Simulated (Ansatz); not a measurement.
An Ansatz input:

```yaml
crystal:
  lattice:
    - [3.6674819787, 0.0, 0.0]
    - [-1.8337409894, 3.1761325615, 0.0]
    - [0.0, 0.0, 7.2206910732]
  atoms:
    - { symbol: Se, position: [0.0, 1.0, 0.0] }
    - { symbol: Se, position: [0.0, 1.0, 0.5] }
    - { symbol: Se, position: [0.3333333333, 0.6666666667, 0.25] }
    - { symbol: Se, position: [0.6666666667, 0.3333333333, 0.75] }
hamiltonian:
  xc: lda
  pseudopotentials:
    kind: paw
    azcp:
      Se: "pseudopotentials/Se.paw.azcp"
basis:
  ecutwfc: 420
  fft_grid_basis: typed
kpoints:
  mp_grid: { grid: [11, 11, 5], shift: [0, 0, 0] }
magnetization:
  spin_polarized: false
scf:
  occupations: { method: fermi_dirac, width: 0.1 }
  lower_state_search: "off"
output:
  stress: true
  write_density: true
  write_potential: true
  elf: true
  volumetric_format: npy
```

and its output:

```
Warning: the record states the generating functional pbe (its physics header spells it `PBE`), which answers neither for hamiltonian.xc's functional nor for the lda family's — results may be inconsistent (PPs are generated against a specific XC)
Engine: ansatz 0.2.0, x86_64-unknown-linux-gnu
Pseudopotentials: kind: paw
Pseudopotential: Se, paw, valence charge 16, recommended cutoff 420 eV (normal) 
Functional definition: SPW92
  exchange = slater_x
  correlation = pw_c
Crystal: 4 atoms, lattice volume = 84.110 Å³
Basis set: ecut = 420 eV, 1621 PW (Γ)
Bands: 39, of which v1, the nominal top of the filled ones, is band 32 counted from 1 (31 counted from 0)
Symmetry: 24 space group operations
Space group: P63/mmc (ITA 194), of the structure as read, at distance tolerance 4.4e-5 Å
k-points: 48 of 605
Non-local potential: Se, projectors of the file, l = 0: 2, l = 1: 2, l = 2: 3, l = 3: 1
PAW form: soft (Blöchl's): semilocal exchange-correlation on the pseudo side does not see the compensation charge
PAW frozen core: Se, regenerated for the run's functional, and the local potential with it (the file was generated under x = pbe(κ = 0.804, μ = 0.2195149727645171), c = pbe(β = 0.06672455060314922))
PAW one-centre angular grid: Se, 590 points (default); XC on 64 Gauss nodes
Initial density: superposition of atomic densities (neutral atoms: chi_scale 0, normalization atom), corrected by the library's trained network
Initial wavefunctions: pseudopotential atomic-orbital guess
Functional: x = slater, c = lda
SCF iter   1: F=—  HF=-21532.276150 eV  |F-HF|=—  |Δ(HF+E_count)|=         —  Δρ=5.01e-3  dr2=9.71e-3  ethr=1.77e-3  ⟨swp⟩=6.8  Hψ=7269  notcnv=0
SCF iter   2: F=—  HF=-21532.272405 eV  |F-HF|=—  |Δ(HF+E_count)|=   3.75e-3  Δρ=2.90e-3  dr2=3.49e-3  ethr=1.52e-5  ⟨swp⟩=1.1  Hψ=2264  notcnv=0
SCF iter   3: F=—  HF=-21532.271546 eV  |F-HF|=—  |Δ(HF+E_count)|=   8.59e-4  Δρ=4.40e-4  dr2=1.61e-4  ethr=5.45e-6  ⟨swp⟩=2.9  Hψ=3498  notcnv=0
SCF iter   4: F=—  HF=-21532.271506 eV  |F-HF|=—  |Δ(HF+E_count)|=   3.95e-5  Δρ=1.42e-4  dr2=2.51e-5  ethr=2.52e-7  ⟨swp⟩=2.0  Hψ=3419  notcnv=0
SCF iter   5: F=—  HF=-21532.271472 eV  |F-HF|=—  |Δ(HF+E_count)|=   3.38e-5  Δρ=7.99e-5  dr2=7.01e-6  ethr=3.92e-8  ⟨swp⟩=2.0  Hψ=3419  notcnv=0
SCF iter   6: F=—  HF=-21532.271472 eV  |F-HF|=—  |Δ(HF+E_count)|=   1.62e-7  Δρ=2.33e-5  dr2=7.61e-7  ethr=1.10e-8  ⟨swp⟩=2.1  Hψ=3388  notcnv=0
SCF iter   7: F=—  HF=-21532.271472 eV  |F-HF|=—  |Δ(HF+E_count)|=   1.61e-7  Δρ=1.78e-5  dr2=2.87e-7  ethr=1.19e-9  ⟨swp⟩=2.0  Hψ=3425  notcnv=0
SCF iter   8: F=-21532.271472 eV  HF=-21532.271472 eV  |F-HF|=9.78e-8  |Δ(HF+E_count)|=   4.09e-7  Δρ=5.87e-6  dr2=3.29e-8  ethr=1.56e-10  ⟨swp⟩=5.7  Hψ=12277  notcnv=0
SCF 1 converged in 8 iterations: F = -21532.271472 eV  dr2 = 3.29e-8
SCF converged after 8 iterations
Free energy (F): -21532.271472 eV
Harris-Foulkes:  -21532.271472 eV  (|F-HF|=9.78e-8)
Internal energy: -21532.198891 eV  (E = F + TS)
E sigma→0 (E₀):  -21532.235181 eV
Entropy (-TS):   -0.072581 eV (-18.145 meV/atom)
Fermi energy:    10.692416 eV
--- Per-component energies (eV) ---
  E_band       = -1431.153149
  E_kinetic    = 472.536036
  E_local      = -8700.000990  (includes V_loc(G=0)·N_el)
  E_nonlocal   = -2350.004171
  E_hartree    = 4346.391397
  E_xc         = -413.900488
  E_vxc        = -393.164094  (∫ρ·V_xc dr)
  E_paw        = -7311.179581  (= ΣΔE_a)
  E_vpaw       = 846.680519  (= ΣTr[D̂ρ^β])
  E_aug_tail   = -0.002314  (compensation charges beyond the density's cutoff)
  E_ewald      = -7584.908228
  E_core_change = 8.869449  (= ΣΔE_core)
  E_smearing   = -0.072581  (= −TS)
  E_closure    = 0.000000  (closes the sum)
  Σ components = -21532.271472   (vs F -21532.271472, Δ=0.00e0)
--- Stress (GPa, compression-positive) ---
       -0.109281       0.000000       0.000000
        0.000000      -0.109281       0.000000
        0.000000       0.000000       0.622676
  P = ⅓ Tr σ = 0.1347 GPa (1.347 kbar)
--- Band table (eV; the first three rows and the last of 48) ---
  k-point 0: bands = ["-38.1677", "-38.1672", "-38.1525", "-38.1525", "-38.1500", "-38.1500", "-38.1066", "-38.1066", "-38.1047", "-38.1047", "-38.0319", "-38.0311", "-38.0186", "-38.0186", "-38.0183", "-38.0183", "-37.9919", "-37.9919", "-37.9908", "-37.9908", "-5.9553", "-3.6632", "-3.5467", "0.6790", "5.8515", "7.8632", "7.8632", "9.1818", "9.2041", "9.2041", "9.7059", "9.7168", "9.7168", "11.6575", "11.6575", "13.4975", "14.7007", "17.6400", "17.6400"]
  k-point 1: bands = ["-38.1677", "-38.1673", "-38.1522", "-38.1522", "-38.1502", "-38.1502", "-38.1064", "-38.1064", "-38.1049", "-38.1049", "-38.0318", "-38.0312", "-38.0185", "-38.0185", "-38.0184", "-38.0184", "-37.9918", "-37.9918", "-37.9909", "-37.9909", "-5.8579", "-4.4299", "-2.6430", "0.3178", "6.1416", "7.9350", "7.9350", "8.4913", "8.8898", "8.8898", "10.0691", "10.0691", "10.4370", "11.5021", "11.5021", "13.1415", "15.0589", "17.8699", "17.8699"]
  k-point 2: bands = ["-38.1675", "-38.1674", "-38.1516", "-38.1516", "-38.1508", "-38.1508", "-38.1059", "-38.1059", "-38.1053", "-38.1053", "-38.0316", "-38.0314", "-38.0185", "-38.0185", "-38.0184", "-38.0184", "-37.9915", "-37.9915", "-37.9912", "-37.9912", "-5.5672", "-5.0880", "-1.5945", "-0.5466", "6.8186", "7.6342", "8.1450", "8.1450", "8.4756", "8.4756", "10.5978", "10.5978", "11.1070", "11.1070", "11.3998", "12.3463", "16.0072", "17.2886", "18.5286"]
  k-point 47: bands = ["-38.1669", "-38.1669", "-38.1517", "-38.1515", "-38.1503", "-38.1503", "-38.1047", "-38.1047", "-38.1044", "-38.1044", "-38.0310", "-38.0308", "-38.0202", "-38.0201", "-38.0191", "-38.0190", "-37.9913", "-37.9912", "-37.9910", "-37.9909", "-3.0449", "-2.8976", "-2.4908", "-2.4501", "4.1646", "4.2594", "5.0488", "6.1788", "6.8296", "7.4885", "8.1541", "8.8879", "11.9596", "12.9831", "13.4589", "13.7045", "17.7333", "18.2227", "19.1795"]
```
